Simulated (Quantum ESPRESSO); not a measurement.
# Band energies of GaSb

```xyz
4
Lattice="4.3090 0.0000 0.0000 -2.1545 3.7317 0.0000 0.0000 0.0000 7.0921" Properties=species:S:1:pos:R:3 pbc="T T T"
Ga     2.1545     1.2439     3.5487
Ga     0.0000     2.4878     0.0027
Sb     2.1545     1.2439     6.2022
Sb     0.0000     2.4878     2.6561
```

PBEsol (pw.x of Quantum ESPRESSO, ONCV potentials, with spin-orbit coupling); path ΓMKΓALHA,LM,KH; energies in eV from the Fermi level.

```
k (1/Å)  point  band 56  band 57  band 58  band 59  band 60  band 61  band 62  band 63
-------  -----  -------  -------  -------  -------  -------  -------  -------  -------
0.00         Γ    -0.03     0.03     0.03     0.14     0.14     2.32     2.32     2.46
0.48              -0.91     0.82     0.90     1.62     1.62     3.14     3.20     3.43
0.84         M    -1.35     0.60     0.60     1.50     1.50     3.17     3.17     3.54
0.96              -1.66     1.01     1.09     1.91     1.96     2.61     2.70     3.86
1.33         K    -2.80     1.54     1.54     3.42     3.95     3.95     3.99     4.75
1.54              -2.28     1.86     1.87     2.82     3.13     3.40     3.49     3.94
1.98              -0.59     1.31     1.56     1.57     1.59     2.40     2.44     3.22
2.30         Γ    -0.03     0.03     0.03     0.14     0.14     2.32     2.32     2.46
2.52              -0.14     0.14     0.14     1.10     1.10     2.60     2.60     2.73
2.74         A    -0.66     0.64     0.64     0.64     0.64     3.18     3.18     3.18
2.95              -1.10     1.41     1.41     1.55     1.55     3.07     3.07     3.11
3.48              -2.08     0.61     0.61     0.64     0.64     2.19     2.19     2.19
3.58         L    -2.11     0.57     0.57     0.57     0.57     2.09     2.09     2.09
3.88              -1.89     1.14     1.14     1.23     1.23     3.42     3.42     3.51
4.07         H    -1.82     1.20     1.20     1.27     1.27     3.76     3.76     3.87
4.34              -2.05     1.44     1.44     1.56     1.56     3.75     3.75     3.84
4.69              -1.62     1.87     1.87     2.13     2.13     2.83     2.83     2.91
5.04         A    -0.66     0.64     0.64     0.64     0.64     3.18     3.18     3.18
5.04         L    -2.11     0.57     0.57     0.57     0.57     2.09     2.09     2.09
5.49         M    -1.35     0.60     0.60     1.50     1.50     3.17     3.17     3.54
5.49         K    -2.80     1.54     1.54     3.42     3.95     3.95     3.99     4.75
5.93         H    -1.82     1.20     1.20     1.27     1.27     3.76     3.76     3.87
```

Along the path the PBEsol gap is only about 0.01 eV, below what this setup resolves reliably; no G0W0 run was built on it. Semilocal functionals shrink small gaps, and the order of the bands at the edge may be inverted.

Geometry relaxed with PBEsol.

This is not the ordinary phase of the substance; no match was found in the copy of COD used, and its stability was not checked.
